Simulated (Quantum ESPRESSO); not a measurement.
ZnO is modelled in the tetragonal space group P4₂/mnm (No. 136), Pearson symbol tP8. Conventional cell: a = 5.5176 Å, b = 5.5176 Å, c = 3.2588 Å, α = 90.00°, β = 90.00°, γ = 90.00°. O on 4f has 4 Zn at 1.941–2.012 Å. Zn on 4g has 4 O at 1.941–2.012 Å. (Neighbours: up to the widest gap in distance over summed covalent radii, below 1.35, at either atom; cation-cation contacts left out.)

The geometry is that of Materials Project entry mp-1093993, symmetrised and not relaxed again.

### Question
What does norm-conserving PBEsol (Quantum ESPRESSO, 84 Ry, without SOC) give for the electronic structure near the Fermi level?

### Answer
The PBEsol gap is direct, 0.78 eV at Γ. 

This is not the ordinary phase of the substance; no match was found in the copy of COD used, and its stability was not checked.
